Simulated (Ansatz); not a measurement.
Level of theory: DFT, r²SCAN, scalar-relativistic, collinear spin; plane waves to 500 eV with PAW datasets (Ansatz 0.2.0), Γ-centred 10×10×10 mesh, 0.05 eV Gaussian smearing; PAW files: Ansatz's generated set soft_2.

The calculation on XSe, where X is one element, gave:

```
Space group                                           : F-43m (No. 216)
Conventional cell                                     : a = 5.663 Å, b = 5.663 Å, c = 5.663 Å, α = 90.00°, β = 90.00°, γ = 90.00°
Volume                                                : 22.70 Å³/atom
Band gap                                              : zero (metallic)
Density of states at the Fermi level                  : 0.71 states/(eV·atom)
Magnetic state                                        : ferromagnetic
Site spin moments                                     : X 0.93 μB
Spin moment of the cell                               : 1.28 μB
Bader charges                                         : X 0.90; Se -0.90 e
Formation energy from the elements (0 K, uncorrected) : 0.36 eV/atom (unstable against the elements)
Bulk modulus (Birch–Murnaghan)                        : 106 GPa
Pressure derivative B0′                               : 5.3
```

Sites: X on 4a, Se on 4d.

Problem. Which element is X?
A. Mo
B. Ru
C. Zr
D. Nb

Solution. A. X is Mo, so the compound is MoSe.

The structure was built from a prototype; whether the compound forms in it isn't claimed.

The run wasn't fully tested for a lower electronic state. Site moments are of spin, integrated over atomic spheres. The moments were started parallel, and the real magnetic order may be another.
